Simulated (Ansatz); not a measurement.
TeO₂:
```cif
data_O8Te4
_chemical_formula_sum 'Te4 O8'
_space_group_name_H-M_alt 'Aea2'
_space_group_IT_number 41
_space_group_name_Hall 'A 2 -2ab'
_cell_length_a 6.04333
_cell_length_b 5.67552
_cell_length_c 5.01432
_cell_angle_alpha 90.000
_cell_angle_beta 90.000
_cell_angle_gamma 90.000
loop_
_atom_site_label
_atom_site_type_symbol
_atom_site_symmetry_multiplicity
_atom_site_Wyckoff_symbol
_atom_site_fract_x
_atom_site_fract_y
_atom_site_fract_z
_atom_site_occupancy
Te1 Te 4 a 0.00000 0.00000 0.90657 1
O1 O 8 b 0.15537 0.17435 0.16920 1
```
(The calculation used a cell of 6 atoms; values per cell refer to that cell.)

Relaxed with r²SCAN+D4.

Task: Which orbitals make up the states near the Fermi level in DFT-r²SCAN+D4 in the program Ansatz with PAW potentials?

Result: Within 0.5 eV of the Fermi level: O 2p 46 %, Te 5p 39 %, Te 5s 12 %. Projections are on Löwdin-orthogonalised atomic valence shells; empty p or d shells of many metals are not among them.

Task: Tabulate the density of states.

Result: States/eV per cell of 6 atoms, in 0.25 eV bins, energy from the Fermi level.

```csv
E (eV),total,O 2p,Te 5p,Te 5s
-7.85,0.00,0.00,0.00,0.00
-7.60,0.00,0.00,0.00,0.00
-7.35,0.26,0.15,0.10,0.00
-7.10,2.24,1.36,0.84,0.01
-6.85,5.26,3.33,1.77,0.03
-6.60,5.11,3.28,1.62,0.06
-6.35,3.23,2.09,0.98,0.05
-6.10,2.34,1.52,0.67,0.04
-5.85,3.02,2.00,0.80,0.05
-5.60,3.36,2.30,0.82,0.05
-5.35,3.07,2.14,0.69,0.04
-5.10,2.73,1.95,0.57,0.04
-4.85,1.18,0.87,0.23,0.01
-4.60,2.70,1.96,0.55,0.06
-4.35,3.95,3.03,0.67,0.07
-4.10,4.16,3.33,0.59,0.06
-3.85,4.07,3.41,0.44,0.04
-3.60,2.82,2.57,0.13,0.02
-3.35,6.18,5.80,0.14,0.05
-3.10,7.29,6.82,0.18,0.08
-2.85,1.70,1.53,0.08,0.04
-2.60,4.58,4.13,0.19,0.14
-2.35,7.97,7.46,0.20,0.12
-2.10,2.98,2.81,0.07,0.04
-1.85,3.09,2.64,0.17,0.21
-1.60,2.81,2.09,0.28,0.35
-1.35,4.27,3.03,0.46,0.64
-1.10,3.21,2.21,0.30,0.59
-0.85,1.31,0.90,0.11,0.26
-0.60,0.64,0.44,0.05,0.13
-0.35,0.36,0.25,0.03,0.07
-0.10,0.15,0.10,0.02,0.03
0.15,0.15,0.02,0.13,0.00
0.40,0.26,0.04,0.21,0.00
0.65,0.42,0.07,0.32,0.00
0.90,1.00,0.18,0.72,0.01
1.15,1.36,0.28,0.94,0.01
1.40,1.20,0.27,0.81,0.01
1.65,1.27,0.31,0.84,0.01
1.90,1.46,0.38,0.94,0.01
2.15,1.96,0.55,1.23,0.02
2.40,2.14,0.62,1.31,0.02
2.65,1.79,0.53,1.09,0.02
2.90,1.32,0.41,0.79,0.01
3.15,1.17,0.37,0.69,0.01
3.40,0.40,0.13,0.24,0.00
3.65,0.12,0.04,0.07,0.00
3.90,1.37,0.37,0.76,0.08
4.15,1.58,0.40,0.90,0.06
4.40,2.37,0.61,1.35,0.09
4.65,3.71,0.97,2.10,0.13
```

The start of the workflow was typed in or built on a structure type; neither database checked (COD, Materials Project) lists it. COD files the formula under space group No. 19, 61, 92, 136. Its standing as an ambient phase is unchecked. The cell was relaxed with r²SCAN+D4 under the symmetry of its start; its stability against distortions is not shown here. The volume moved by -58 % from the start of the relaxation. A small band overlap can be real or an error of a semilocal functional. Scalar-relativistic: spin–orbit coupling is off unless named, which matters more the heavier the elements.

Potentials: the later of the program's two PAW sets.
